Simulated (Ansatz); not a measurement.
**Calculated electric field gradients for TiO2**

The cell is a COD entry whose atoms were relaxed with PBE, the cell held.

```cif
data_TiO2
_symmetry_space_group_name_H-M 'Pbca'
_symmetry_Int_Tables_number 61
_cell_length_a 5.1570
_cell_length_b 9.1910
_cell_length_c 5.4630
_cell_angle_alpha 90.000
_cell_angle_beta 90.000
_cell_angle_gamma 90.000
loop_
_atom_site_label
_atom_site_type_symbol
_atom_site_symmetry_multiplicity
_atom_site_Wyckoff_symbol
_atom_site_fract_x
_atom_site_fract_y
_atom_site_fract_z
Ti Ti 8 c 0.1389 0.1290 0.9054
O9 O 8 c 0.8161 0.0097 0.8510
O17 O 8 c 0.4643 0.2299 0.8915
```

One atom of each set is listed.

Method: Kohn–Sham DFT in Ansatz, PBE, plane waves and PAW (field gradients read without the response of the frozen cores, which leaves them typically 4 to 6 % off), scalar-relativistic, 420 eV cutoff, Γ-centred 4×3×4 k-points, Fermi–Dirac smearing 0.02 eV.

Conventions: |V_zz| ≥ |V_yy| ≥ |V_xx|, η = (V_xx − V_yy)/V_zz, C_Q = eQV_zz/h.

⁴⁷Ti: I = 5/2, Q = 302.0 mb; ¹⁷O: I = 5/2, Q = -25.58 mb. Q values from Pyykkö, Mol. Phys. 116, 1328 (2018).

Task: What field gradients does the calculation give at each kind of site?

Result: 

```
site  atoms          first shell  V_zz (10²¹ V/m²)     η  C_Q (MHz)
  Ti      8   6 O at 1.86–2.07 Å              1.98  0.92       14.5
  O9      8  3 Ti at 1.86–2.02 Å              2.10  0.86      -1.30
 O17      8  3 Ti at 1.92–2.07 Å             -2.50  0.84       1.55
```
